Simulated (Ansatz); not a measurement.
Ga2W:
```
Ga2W
1.0
    0.00000     4.17414     4.36561
    2.48482     0.00000     4.36561
    2.48482     4.17414     0.00000
Ga W
4 2
Direct
  0.08401   0.41599   0.08401
  0.41599   0.08401   0.41599
  0.16599   0.83401   0.16599
  0.83401   0.16599   0.83401
  0.75000   0.75000   0.75000
  0.50000   0.50000   0.50000
```

Relaxed with r²SCAN.

Question: Map the valence electron density (e/Å³), cut off at 4 on the plane through (0.084, 0.416, 0.084) spanned by u = [1, -1, 1] and v = [-1, 1, 1] in lattice vectors, from the program Ansatz at the r²SCAN level (PAW).

Answer: x is the fraction of u, y of v (the angle between them is 90°; rows are the nearest grid lines); atoms in the plane: Ga at (0.00, 0.00), Ga at (0.50, 0.50), Ga at (0.33, 0.00), Ga at (0.83, 0.50), W at (0.17, 0.50), W at (0.67, 0.00).
```
|@@@-      :@@@@@*.   .=@@@@@@*:    .-@@@|
|@@@-      :@@@@@=.   .=@@@@@@+.     -@@@|
|@@+.      .-@@@#:     :#@@@@%-.     .+@@|
|=-.        .-==:.     .-*@@#=.       .-=|
|..          ...        .:-=-.         ..|
|                         ..             |
|                                        |
|     .::..                              |
|    :=**+:.       ....        ..::.     |
|   :+@@@@*:      .-##-.       :*@@=.    |
|  .-%@@@@@=.     :@@@@:      .*@@@@-.   |
|  .=@@@@@@*.    .-@@@@-      :@@@@@+.   |
|  .=@@@@@@*.    .-@@@@-      :@@@@@+.   |
|  .-%@@@@@=.     :@@@@:      .*@@@@-.   |
|   :+@@@@*:      .-##-.       :*@@=.    |
|    :=**+:.       ....        ..::.     |
|     .::..                              |
|                                        |
|                         ..             |
|..          ...        .:-=-.         ..|
|=-.        .-==:.     .-*@@#=.       .-=|
|@@+.      .=@@@#:     :#@@@@%-.     .+@@|
|@@@-      :@@@@@=.   .=@@@@@@+.     -@@@|
|@@@-      :@@@@@*.   .=@@@@@@*:    .-@@@|
```
Scale: ten equal steps from 0.208 (start of ' ') to 4.00 (end of '@'), in the order ' .:-=+*#%@'; x runs from 0.000 to 1.00, y from 0.000 (bottom) to 1.00 (top).

The density is the valence pseudo-density with augmentation charge, so density and ELF within about 1 Å of a nucleus are not all-electron values.

Space group Fddd. The start of the workflow was typed in or built on a structure type; neither database checked (COD, Materials Project) lists it. Its standing as an ambient phase is unchecked. The cell was relaxed with r²SCAN under the symmetry of its start; its stability against distortions is not shown here. No spin polarisation was allowed. Spin–orbit coupling is left out wherever it is not named.

Potentials: the later of the program's two PAW sets.
